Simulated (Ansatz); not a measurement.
**Computed properties of AlCo**

AlCo:
```
CELL_PARAMETERS angstrom
      1.34594    -4.65214     0.00000
      1.34594     4.65214     0.00000
      0.00000     0.00000     3.96541
ATOMIC_POSITIONS crystal
  Al 0.66094 0.33906 0.25000
  Co 0.92878 0.07122 0.25000
  Al 0.33906 0.66094 0.75000
  Co 0.07122 0.92878 0.75000
```
The run is spin-polarised; directions of the spins, atom by atom: 0 ↑ 0 ↑.

Space group Cmcm (No. 63); conventional cell a = 2.6919 Å, b = 9.3043 Å, c = 3.9654 Å, α = β = γ = 90.00°.

Method: PBE in the plane-wave PAW code Ansatz. Structure relaxed to zero pressure with the same functional. Other levels are named where they apply.

**Cell and energy**

| Property | Value |
|---|---|
| Volume per atom | 12.41 Å³ |
| Density | 5.75 g/cm³ |
| Formation energy from the elements (no fitted shifts) | -0.27 eV/atom |

**Electronic structure**

| Property | Value |
|---|---|
| Electronic character | metallic (no gap) |
| Density of states at the Fermi level | 0.97 states/eV per atom (mean over ±0.08 eV) |

**Magnetism**

| Property | Value |
|---|---|
| Magnetic order | ferromagnetic |
| Net moment | 0.21 μB per atom |

The start of the workflow was typed in or built on a structure type; neither database checked (COD, Materials Project) lists it. Whether it is the stable phase at ambient conditions was not checked. The cell was relaxed with PBE under the symmetry of its start; its stability against distortions is not shown here. The final state is ferromagnetic, the only order run, not a proven ground state. Axis ratios of metals converge slowly with the k-mesh, so a and c are less sure than the volume. The references are the lowest solids computed at this level, not always the standard phases.

Potentials: the later of the program's two PAW sets.
